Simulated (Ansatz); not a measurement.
Cd (hcp, Mg type)

```yaml
crystal:
  lattice:
    - [3.01593, 0.00000, 0.00000]
    - [-1.50796, 2.61187, 0.00000]
    - [0.00000, 0.00000, 5.82164]
  atoms:
    - { symbol: Cd, position: [0.33333, 0.66667, 0.75000] }
    - { symbol: Cd, position: [0.66667, 0.33333, 0.25000] }
```

E(V) scan at fixed shape, V₀ the volume above. Symmetry pins the atoms to their sites.

Calculation: PBE (plane waves to 420 eV, PAW, scalar-relativistic; Ansatz, a first-principles code). k mesh 18×18×8 (Γ-centred), Fermi-Dirac smearing 0.05 eV. The energy includes the smearing's −TS. Compression counts positive. With the shape held, the modulus is that of even scaling; a crystal free to change shape is softer. Cd was relaxed with its symmetry unable to fall. The PAW data are Ansatz's earlier set. The relaxed volume of Cd is well above the measured one; the method has no dispersion term. ΔE is measured from the relaxed starting cell. The last digit holds for this mesh only.

```
V (Å³/atom)  ΔE (meV/atom)
-----------  -------------
21.553                13.3
21.783                 9.0
22.012                 5.6
22.241            withheld
22.471                 1.3
22.700                 0.3
22.929                 0.0
23.158                 0.3
23.388                 1.2
23.617                 2.6
23.846                 4.6
24.076                 7.0
24.305                 9.8
```

Task: Fit a third-order Birch-Murnaghan form (E₀, V₀, B₀, B₀′ free) to the given rows and predict ΔE at V = 22.241.

Result: Least squares on the 12 given rows: ΔE = E₀ + (9V₀B₀/16)·y²·[2 + (B₀′ − 4)y], y = (V₀/V)^(2/3) − 1, with V₀ = 22.928 Å³/atom, B₀ = 44.23 GPa (160.2 GPa = 1 eV/Å³; the term in eV is multiplied by 1000), B₀′ = 6.65, E₀ = -0.01 meV/atom; root-mean-square residual 0.02 meV/atom. At 22.241 the fit gives 3.1 meV/atom; the calculation gives 3.1 meV/atom, the same to the digits shown. For the pressure the fit gives 1.5 GPa against the computed 1.5 GPa.

(Under strain, the slope of the energy per volume gives the stress and its curvature an elastic modulus.)
